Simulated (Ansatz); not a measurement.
Run record: elastic constants by finite strains of FePt (P4/mmm)

Computed with LDA, PAW on Ansatz 0.2.0's default frozen-core files (fitted under PBE), scalar-relativistic, spin-polarised; not a measurement.

The cell comes from a PAW relaxation under the same functional.

Command:

```sh
ansatz run input.yaml --threads 2 --pin off --max-ram 6144MiB --backend cpu --events-out ev --progress --plain --runs-dir out
```

input.yaml:

```yaml
crystal:
  lattice:
    - [2.65977472771, 0.0, 0.0]
    - [0.0, 2.65977472771, 0.0]
    - [0.0, 0.0, 3.68202477858]
  atoms:
    - { symbol: Fe, position: [0.0, 0.0, 0.0], spin: 2.7 }
    - { symbol: Pt, position: [0.5, 0.5, 0.5], spin: 0.4 }
magnetization:
  spin_polarized: true
kpoints:
  mp_grid: { grid: [18, 18, 14] }
scf:
  occupations: { method: fermi_dirac, width: 0.05 }
hamiltonian:
  xc: lda
  pseudopotentials: { kind: paw }
elastic:
  mode: relaxed_ion
  stencil: two_point
  amplitude: 0.0002
```

The program printed:

```
Warning: elastic: elastic.amplitude = 2e-4 is under 1e-3, the smallest value that the input manual advises. Under elastic.basis: reselect (the default) a strained cell's stress can jump where the strain carries plane waves across the cutoff. Elastic constants are stress differences divided by the amplitude, so the smaller the amplitude, the larger the error that such a jump leaves in a constant, and tightening ...
Warning: RAYON_NUM_THREADS=2 ignored (pool sized by the plan → 2); use --threads N
Engine: ansatz 0.2.0, x86_64-unknown-linux-gnu
Pseudopotentials: kind: paw
Pseudopotential: Fe, paw, valence charge 16, recommended cutoff 420 eV (normal), Fe.paw.azcp
Pseudopotential: Pt, paw, valence charge 18, recommended cutoff 420 eV (normal), Pt.paw.azcp
Functional definition: SPW92
  exchange = slater_x
  correlation = pw_c
Crystal: 2 atoms, lattice volume = 26.048 Å³
Basis set: ecut = 420 eV, 505 PW (Γ)
Bands: 23, of which v1, the nominal top of the filled ones, is band 17 counted from 1 (16 counted from 0)
Symmetry: 16 space group operations
Space group: P4/mmm (ITA 123), of the structure as read, at distance tolerance 3.0e-5 Å
Magnetic group: BNS 123.339 (UNI 999), of the structure as read, at distance tolerance 3.0e-5 Å
k-points: 440 of 4536
Non-local potential: Fe, projectors of the file, l = 0: 3, l = 1: 2, l = 2: 3, l = 3: 1
Non-local potential: Pt, projectors of the file, l = 0: 3, l = 1: 2, l = 2: 2, l = 3: 1
PAW form: soft (Blöchl's): semilocal exchange-correlation on the pseudo side does not see the compensation charge
PAW frozen core: Fe, regenerated for the run's functional, and the local potential with it (the file was generated under x = pbe(κ = 0.804, μ = 0.2195149727645171), c = pbe(β = 0.06672455060314922))
PAW frozen core: Pt, regenerated for the run's functional, and the local potential with it (the file was generated under x = pbe(κ = 0.804, μ = 0.2195149727645171), c = pbe(β = 0.06672455060314922))
[... 146 lines left out ...]
  strains applied: 11, 33, 23, 12; error gains: componentwise 1.00 (the most a stress slope's error grows in a printed constant), spectral 1.41 (1 for all six strains in a standard setting)
  C = ∂σ_k/∂η_j (tension-positive GPa; Voigt order 11 22 33 23 13 12):
       489.372     95.880    185.914      0.000      0.000     -0.000
        95.880    489.372    185.914      0.000      0.000     -0.000
       185.973    185.973    373.124      0.000      0.000     -0.000
         0.000      0.000      0.000    141.313      0.000      0.000
         0.000      0.000      0.000      0.000    141.313      0.000
        -0.000     -0.000     -0.000      0.000      0.000     70.526
  reference stress σ⁰ (GPa):      0.020      0.020      0.014     -0.000     -0.000     -0.000
  C* (energy form; C + prestress term) asymmetry max|C*_kj − C*_jk| = 5.294e-2 GPa — a small one proves nothing (zero by symmetry where the batch's group is 432, −43m or m−3m); a large one is finite-difference/SCF noise where ...
  moduli (Voigt/Reuss/Hill, GPa): K = 254.16/253.90/254.03   G = 129.57/114.59/122.08   E = 315.67   ν = 0.293
  mechanically stable: yes (min eigenvalue of sym C = 70.53 GPa)
  strain η (Voigt 11):  stress-route row diagonal C_11 = 489.37 GPa, energy-path curvature d²(F+E_count+ΔE)/dδ²/Ω₀ = 488.14 GPa
         δ    σ_11 (GPa)             F (eV)   n_scf  n_hpsi   n_pw
    -2.000e-4      -0.0782      -16665.2521017      10  684894    521   relax 0 steps, max|allowed force component| 2.52e-29 eV/Å
     2.000e-4       0.1176      -16665.2521006       5  448796    521   relax 0 steps, max|allowed force component| 6.31e-30 eV/Å
  strain η (Voigt 33):  stress-route row diagonal C_33 = 373.12 GPa, energy-path curvature d²(F+E_count+ΔE)/dδ²/Ω₀ = 372.61 GPa
         δ    σ_33 (GPa)             F (eV)   n_scf  n_hpsi   n_pw
    -2.000e-4      -0.0605      -16665.2521015      10  431603    521   relax 0 steps, max|allowed force component| 9.56e-30 eV/Å
     2.000e-4       0.0887      -16665.2521011       5  249810    521   relax 0 steps, max|allowed force component| 2.36e-29 eV/Å
  strain η (Voigt 23):  stress-route row diagonal C_44 = 141.31 GPa, energy-path curvature d²(F+E_count+ΔE)/dδ²/Ω₀ = 140.61 GPa
         δ    σ_23 (GPa)             F (eV)   n_scf  n_hpsi   n_pw
    -2.000e-4      -0.0283      -16665.2521021       8  968604    521   relax 0 steps, max|allowed force component| 0.00e0 eV/Å
     2.000e-4       0.0283      -16665.2521021       5  715881    521   relax 0 steps, max|allowed force component| 0.00e0 eV/Å
  strain η (Voigt 12):  stress-route row diagonal C_66 = 70.53 GPa, energy-path curvature d²(F+E_count+ΔE)/dδ²/Ω₀ = 68.87 GPa
         δ    σ_12 (GPa)             F (eV)   n_scf  n_hpsi   n_pw
    -2.000e-4      -0.0141      -16665.2521026       7  516392    521   relax 0 steps, max|allowed force component| 6.11e-30 eV/Å
     2.000e-4       0.0141      -16665.2521026       5  411719    521   relax 0 steps, max|allowed force component| 0.00e0 eV/Å
```

The run converged.

### Strained cells

Elastic constants of a crystal by Kohn-Sham DFT: slopes of the stress over finite engineering strains of the given cell, Voigt indices, Cartesian axes as in the input; stress of each strained cell less that at rest, tension positive.

| strain component | strain | stress xx (GPa) | stress yy (GPa) | stress zz (GPa) | stress yz (GPa) | stress xz (GPa) | stress xy (GPa) | relaxation steps |
| --- | --- | --- | --- | --- | --- | --- | --- | --- |
| xx | -0.0002 | -0.0979 | -0.0191 | -0.0372 | 0 | 0 | 0 | 0 |
| xx | 0.0002 | 0.0979 | 0.0192 | 0.0372 | 0 | 0 | 0 | 0 |
| zz | -0.0002 | -0.0372 | -0.0372 | -0.0746 | 0 | 0 | 0 | 0 |
| zz | 0.0002 | 0.0372 | 0.0372 | 0.0746 | 0 | 0 | 0 | 0 |
| yz | -0.0002 | 0 | 0.0001 | 0 | -0.0283 | 0 | 0 | 0 |
| yz | 0.0002 | 0 | 0.0001 | 0 | 0.0283 | 0 | 0 | 0 |
| xy | -0.0002 | 0.0001 | 0.0001 | 0 | 0 | 0 | -0.0141 | 0 |
| xy | 0.0002 | 0.0001 | 0.0001 | 0 | 0 | 0 | 0.0141 | 0 |

Elastic moduli:

Hill averages of a grain aggregate, Debye temperature from the mean sound speed over directions.

* Bulk modulus: 254 GPa
* Shear modulus: 122.1 GPa
* Young modulus: 315.7 GPa
* Poisson ratio: 0.2929
* Bulk over shear modulus: 2.081
* Elastic anisotropy index: 0.6547
* Least young modulus: 208.5 GPa
* Largest young modulus: 401.1 GPa
* Longitudinal sound speed: 5105 m/s
* Transverse sound speed: 2763 m/s
* Elastic debye temperature: 386.5 K
* Linear compressibility (x, y, z): 1.254, 1.254, 1.43 1/TPa

Elastic constants:

| Item | Value |
| --- | --- |
| Pressure at rest | -0.018 GPa |
| Least elastic eigenvalue | 70.53 GPa |
| Elastically stable | yes |

| index | elastic (GPa) |
| --- | --- |
| 11 | 489.4 |
| 12 | 95.88 |
| 13 | 185.9 |
| 33 | 373.1 |
| 44 | 141.3 |
| 66 | 70.53 |

Caveats: frozen-core PAW files fitted under PBE, their cores solved anew for the functional of the run; a lower magnetic state may exist; responses of metals move with mesh and smearing; no spin-orbit coupling on heavy atoms; the softest shear constant rests on one k mesh, and a soft shear can herald a distortion on cooling; elastic stability says nothing of phonons or of other phases; settings unsound, results are not properties of the crystal.

Cost: 2.4 min on 2 threads of Intel(R) Xeon(R) 6975P-C (Granite Rapids), on a shared host, peak memory 1.5 GiB.
